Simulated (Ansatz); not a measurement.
Input:

SiGe:
Space group Pmma (No. 51); a = 3.9228 Å, b = 3.9276 Å, c = 5.5424 Å, α = 90.00°, β = 90.00°, γ = 90.00°

```
atom  site  symmetry       x       y       z
----  ----  --------  ------  ------  ------
Si      2e       mm2  0.2500  0.0000  0.1200
Ge      2f       mm2  0.2500  0.5000  0.3694
```

This is the r²SCAN-relaxed structure.

Q: All from DFT-r²SCAN in the program Ansatz with PAW potentials, unless another level is named. Estimate the HSE06 gap on the r²SCAN cell.

A: 0.92 eV.

Q: Give the hole effective mass with spin–orbit coupling.

A: 0.082, 0.21, 0.32 mₑ (principal values).

Q: Predict the electron effective mass.

A: 0.30, 0.42, 0.68 mₑ (principal values).

Q: And the gap with spin–orbit coupling?

A: 0.54 eV.

Q: Predict the weight of the valence-edge state by species (Voronoi cells).

A: Ge 57 %, Si 43 %.

Q: What about the weight of the conduction-edge state by species (Voronoi cells)?

A: Ge 50 %, Si 50 %.

The start of the workflow was typed in or built on a structure type; neither database checked (COD, Materials Project) lists it. Whether it is the stable phase at ambient conditions was not checked. The cell was relaxed with r²SCAN under the symmetry of its start; whether a distortion lowers the energy is not shown. Spin–orbit coupling is left out wherever it is not named.

Potentials: the earlier of the program's two PAW sets.
